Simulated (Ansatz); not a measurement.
Input and command of a calculation in Ansatz (plane waves; scalar-relativistic PAW potentials unless the input names others):

```yaml
crystal:
  lattice:
    - [0.0, 3.14647, 3.14647]
    - [3.14647, 0.0, 3.14647]
    - [3.14647, 3.14647, 0.0]
  atoms:
    - { symbol: K, position: [0.0, 0.0, 0.0] }
    - { symbol: Cl, position: [0.5, 0.5, 0.5] }
basis:
  ecutwfc: 500
kpoints:
  mp_grid: { grid: [6, 6, 6] }
hamiltonian:
  xc: r2scan
scf:
  occupations: { method: gaussian, width: 0.1 }
output:
  forces: true
  eigenvalues: true
  stress: true
```

```bash
ansatz run input.yaml --threads 1 --pin off --max-ram 2560MiB --backend cpu --events-out ev --progress --plain --runs-dir out
```

Abridged log:
```
Pseudopotentials: kind: paw
Pseudopotential: K, paw, valence charge 9, recommended cutoff 500 eV (meta_gga)
Pseudopotential: Cl, paw, valence charge 7, recommended cutoff 500 eV (meta_gga)
Functional definition: r2SCAN
Crystal: 2 atoms, lattice volume = 62.302 Å³
Basis set: ecut = 500 eV, 1591 PW (Γ), exchange–correlation on 144×144×144 points (64 copies of the dense FFT grid, shifted against one another)
Bands: 12, of which v1, the nominal top of the filled ones, is band 8 counted from 1 (7 counted from 0)
Symmetry: 48 space group operations
Space group: Fm-3m (ITA 225), of the structure as read, at distance tolerance 4.0e-5 Å
k-points: 16 of 216
Initial density: superposition of atomic densities (neutral atoms: chi_scale 0, normalization atom), corrected by the library's trained network
Initial wavefunctions: pseudopotential atomic-orbital guess
Functional: x = r2scan, c = r2scan; τ floored in thin density (d = 2e-4 eV/Å³)
SCF iter   1: F=—  HF=-2630.455105 eV  |F-HF|=—  |Δ(HF+E_count)|=         —  Δρ=3.87e-3  dr2=4.94e-3  dr2_τ=1.48e-3  ethr=1.77e-3  ⟨swp⟩=5.6  Hψ=1205  notcnv=0
SCF iter   2: F=—  HF=-2630.472992 eV  |F-HF|=—  |Δ(HF+E_count)|=   1.79e-2  Δρ=1.60e-3  dr2=6.08e-4  dr2_τ=6.35e-5  ethr=3.09e-5  ⟨swp⟩=2.0  Hψ=496  notcnv=0
SCF iter   3: F=—  HF=-2630.473101 eV  |F-HF|=—  |Δ(HF+E_count)|=   1.08e-4  Δρ=3.66e-4  dr2=2.69e-5  dr2_τ=5.15e-6  ethr=3.80e-6  ⟨swp⟩=2.0  Hψ=292  notcnv=0
SCF iter   4: F=—  HF=-2630.473114 eV  |F-HF|=—  |Δ(HF+E_count)|=   1.39e-5  Δρ=3.91e-5  dr2=5.30e-7  dr2_τ=3.60e-7  ethr=1.68e-7  ⟨swp⟩=2.0  Hψ=320  notcnv=0
SCF iter   5: F=-2630.473115 eV  HF=-2630.473115 eV  |F-HF|=1.62e-8  |Δ(HF+E_count)|=   9.80e-8  Δρ=7.53e-6  dr2=2.03e-8  dr2_τ=4.68e-9  ethr=3.31e-9  ⟨swp⟩=2.0  Hψ=304  notcnv=0
SCF iter   6: F=-2630.473115 eV  HF=-2630.473115 eV  |F-HF|=6.77e-10  |Δ(HF+E_count)|=   2.27e-8  Δρ=2.35e-6  dr2=3.02e-9  dr2_τ=3.59e-10  ethr=1.27e-10  ⟨swp⟩=2.5  Hψ=817  notcnv=0
SCF 1 converged in 6 iterations: F = -2630.473115 eV  dr2 = 3.02e-9
SCF converged after 6 iterations
Free energy (F): -2630.473115 eV
Harris-Foulkes:  -2630.473115 eV  (|F-HF|=6.77e-10)
Internal energy: -2630.473115 eV  (E = F + TS)
E sigma→0 (E₀):  -2630.473115 eV
Fermi energy:    3.347818 eV
--- Forces (eV/Å), atoms counted from 1 ---
  atom   1  K      0.00000000     0.00000000     0.00000000
  atom   2  Cl     0.00000000     0.00000000     0.00000000
--- Stress (GPa, compression-positive) ---
        0.001132       0.000000       0.000000
        0.000000       0.001132       0.000000
        0.000000       0.000000       0.001132
  P = ⅓ Tr σ = 0.0011 GPa (0.011 kbar)
```

Apart from outputs, empty bands and the relaxation, which only the reference makes, the input differs from a reference run on usual settings in scf.occupations.width: 0.02 → 0.1. The reference, at the same geometry, ended its own course with pressure 0.00 GPa, largest force 0.000 eV/Å, gap on the mesh 5.83 eV. This run converged in 6 SCF iterations with an energy at zero smearing within 0.01 meV/atom of the reference's, pressure 0.00 GPa, largest force 0.000 eV/Å, gap on the mesh 5.83 eV.

The run took 3.1 s on 1 thread of Arm Neoverse V1, with other jobs on the host, peak memory 0.48 GiB.